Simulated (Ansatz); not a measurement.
Does relaxation matter for the field gradients of SiC with Hf replacing C?

Start: a supercell of SiC (zinc blende type, F-43m) built from a structure deposited in the COD, with all atoms left at the host's positions.

Space group F-43m (No. 216); a = 13.0740 Å.

| site | Wyckoff | site symmetry | x | y | z |
| --- | --- | --- | --- | --- | --- |
| Si1 | 16e | .3m | 0.4167 | 0.0833 | 0.4167 |
| Si3 | 24g | 2.mm | 0.7500 | 0.0833 | 0.7500 |
| Si5 | 48h | ..m | 0.7500 | 0.9167 | 0.5833 |
| Si14 | 4d | -43m | 0.7500 | 0.7500 | 0.7500 |
| Si18 | 16e | .3m | 0.0833 | 0.5833 | 0.9167 |
| Hf | 4a | -43m | 0.5000 | 0.0000 | 0.5000 |
| C29 | 48h | ..m | 0.6667 | 0.0000 | 0.6667 |
| C32 | 16e | .3m | 0.8333 | 0.8333 | 0.6667 |
| C36 | 16e | .3m | 0.1667 | 0.6667 | 0.8333 |
| C42 | 24f | 2.mm | 0.0000 | 0.6667 | 0.0000 |

One atom of each set is listed; the run and its k-mesh use a cell of 54 atoms with edges of 9.24, 9.24, 9.24 Å.

All values are calculated (Ansatz; DFT, PBE, plane waves and PAW, scalar-relativistic, 420 eV cutoff, Γ-centred 3×3×3 k-points, Fermi–Dirac smearing 0.01 eV), not measured.

The largest force at the start is 17 eV/Å. Relaxing the ions at fixed cell moves them by 0.534 Å at most (atom 2, Si) and 0.150 Å rms.

| site | moved (Å) | first shell before | first shell after | V_zz before (10²¹ V/m²) | η before |
| --- | --- | --- | --- | --- | --- |
| Si1 | 0.534 | 1 Hf at 1.89 Å, 3 C at 1.89 Å | 3 C at 1.85 Å | -0.86 | 0.00 |
| Si3 | 0.009 | 4 C at 1.89 Å | 4 C at 1.87–1.89 Å | 1.18 | 0.32 |
| Si5 | 0.014 | 4 C at 1.89 Å | 4 C at 1.87–1.88 Å | -0.16 | 0.04 |
| Si18 | 0.003 | 4 C at 1.89 Å | 4 C at 1.88–1.89 Å | -0.025 | 0.00 |
| Hf | 0.000 | 4 Si at 1.89 Å | 4 Si at 2.42 Å | 0.00 | – |
| C29 | 0.073 | 4 Si at 1.89 Å | 4 Si at 1.85–1.87 Å | 1.14 | 0.10 |
| C32 | 0.001 | 4 Si at 1.89 Å | 4 Si at 1.88–1.89 Å | -0.033 | 0.00 |
| C36 | 0.013 | 4 Si at 1.89 Å | 4 Si at 1.88–1.89 Å | -0.060 | 0.00 |
| C42 | 0.001 | 4 Si at 1.89 Å | 4 Si at 1.88–1.89 Å | 0.018 | 0.58 |

(1) How do the gradients change?

## Answers

(1) 

| site | V_zz after | η after | change of V_zz |
| --- | --- | --- | --- |
| Si1 | -5.39 | 0.00 | -4.53 |
| Si3 | 1.70 | 0.74 | +0.52 |
| Si5 | -0.46 | 0.38 | -0.30 |
| Si18 | -0.20 | 0.00 | -0.17 |
| Hf | 0.00 | – | 0.00 |
| C29 | 0.98 | 0.07 | – |
| C32 | 0.085 | 0.00 | +0.12 |
| C36 | -0.25 | 0.00 | -0.19 |
| C42 | -0.062 | 0.95 | – |

The largest change of V_zz along a kept axis is on Si1, from -0.86 to -5.39. Where |V_zz| stays above 0.1 and the axes keep their order, η moves most on Si3, from 0.32 to 0.74. V_zz changes sign on C32 (same axis). On C29, C42 the largest principal value lies along another axis in the second run, so the two V_zz can't be compared directly. Other sites without a gradient aren't listed. The electronic state changes along with the positions (a gap opens), so the changes aren't those of geometry alone.

The defect repeats with the cell of 54 atoms, so it feels its images: sites between two images don't show the values beside a lone defect, and zeros or small values of η there can come from the images' arrangement.
Before: The run isn't spin-polarised, and a state with spin may lie lower. The defect cell has no gap above 0.1 eV on its mesh, so the values can hang on the smearing and the k-mesh. Without spin–orbit coupling the gradients at and beside Hf can be off by some per cent, at some sites by more. The cell keeps the host's lattice, where the PBE pressure is 17 GPa. The neighbours have not yet relaxed around the defect (largest force 17 eV/Å), so the values at and beside it are those of a strained start, not of the defect in a real crystal.
After: The relaxation keeps the site symmetry -43m of the start, so the impurity can't leave its site; a start off the site could end lower. With a gap of 0.2 eV on this mesh, small gradients can still move by 0.1 × 10²¹ V/m² or more as the k-mesh gets denser. The cell keeps the host's lattice, where the PBE pressure is 11 GPa.
